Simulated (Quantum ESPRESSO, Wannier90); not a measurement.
# Tight-binding from DFT: ZrO$_{2}$ (fluorite)

```xyz
3
Lattice="0.0000 2.5451 2.5451 2.5451 0.0000 2.5451 2.5451 2.5451 0.0000" Properties=species:S:1:pos:R:3 pbc="T T T"
Zr     0.0000     0.0000     0.0000
O      1.2725     1.2725     1.2725
O     -1.2725    -1.2725    -1.2725
```

Materials Project entry mp-1565; symmetrised, unrelaxed at this level. COD (Crystallography Open Database) records the formula in this space group. Ideal cubic forms of this type are often high-temperature phases that distort on cooling; symmetry holds the cell here, and its stability was not tested. Method: PBEsol plane waves in Quantum ESPRESSO 7.5 (PseudoDojo norm-conserving files, 68 Ry, spinors with spin-orbit coupling), Bloch states on a 8×8×8 mesh through Γ, Wannier90 4.0.1. Density: 10×10×10 mesh, cold smearing 0.01 Ry.

Bands 25-28 form an isolated set from 3.30 to 4.71 eV relative to the valence-band maximum (on the path) and are turned into 4 Wannier functions by minimising the spread from the start: SCDM (isolated).

Centres (Cartesian, Å; one of the equivalent choices) and spreads:

| n | x | y | z | spread (Å²) | nearest atom |
|---|---|---|---|---|---|
| 1 | 0.000 | 0.000 | 0.000 | 2.892 | Zr1 |
| 2 | 0.000 | 0.000 | 0.000 | 2.891 | Zr1 |
| 3 | 0.000 | 0.000 | 0.000 | 2.894 | Zr1 |
| 4 | 0.000 | 0.000 | 0.000 | 2.894 | Zr1 |

Ω_I = 11.55 Å², Ω_total = 11.57 Å²; the interpolated bands follow pw.x to 1.3 meV rms on the path. Only this start was tried; a symmetric start can stop on a saddle, and mixtures of these functions could lower the total by at most Ω_total − Ω_I.
